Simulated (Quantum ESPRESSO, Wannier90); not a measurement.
**InSe (P-6m2), plane waves to Wannier functions**

```
InSe
1.0
    4.04733     0.00000     0.00000
   -2.02367     3.50509     0.00000
    0.00000     0.00000    18.05206
In Se
4 4
Direct
  0.00000   0.00000   0.57739
  0.00000   0.00000   0.42261
  0.33333   0.66667   0.92261
  0.33333   0.66667   0.07739
  0.66667   0.33333   0.85300
  0.66667   0.33333   0.14700
  0.33333   0.66667   0.64702
  0.33333   0.66667   0.35298
```

Structure: Materials Project mp-1079260, symmetrised, not relaxed again. Not found in the COD (Crystallography Open Database) copy used, which has the formula in other groups; not checked further. Method: PBEsol plane waves in Quantum ESPRESSO 7.5 (PseudoDojo norm-conserving files, 69 Ry, no spin polarisation, no spin-orbit coupling), Bloch states on a 4×4×4 mesh through Γ, Wannier90 4.0.1. Density: 12×12×2 mesh, Gaussian smearing 0.01 Ry. The cell is built of weakly bound layers, chains or molecules. Database cells relaxed without dispersion often hold them too far apart, which can enlarge gaps and weakens couplings between them; spacing and stacking were not compared with the measured crystal. Spin-orbit coupling is left out although heavy elements are present.

postw90 (berry_task = kubo; independent particles, width 0.1 eV, no gap correction, excitons or local fields) prints σ_xx for one spin direction:

| ħω (eV) | Re σ (S/cm) | Im σ (S/cm) |
|---|---|---|
| 0.10 | 0 | -44 |
| 1.65 | 70 | -935 |
| 4.30 | 4610 | 448 |

Q: Work out the dielectric function, refractive index, reflectivity and absorption coefficient at these energies.

A: ε = 1 + iσ/(ε0 ω), so ε₂ = Re σ/(ε0 ω) and ε₁ = 1 − Im σ/(ε0 ω); ε0 ω = 134.5 S/cm × ħω in eV, and σ is doubled for both spins.
- 0.10 eV: ε₁ = 7.5, ε₂ = 0.0; n + ik = √ε = 2.75 + 0.00i; R = 22 %
- 1.65 eV: ε₁ = 9.4, ε₂ = 0.6; n + ik = √ε = 3.07 + 0.10i; R = 26 %; α = 2ωk/c = 17000 cm⁻¹
- 4.30 eV: ε₁ = -0.5, ε₂ = 15.9; n + ik = √ε = 2.78 + 2.87i; R = 51 %; α = 2ωk/c = 1300000 cm⁻¹
The model holds its own bands alone, so ε₁ lacks the part of higher transitions, and near sharp peaks it hangs on the broadening.
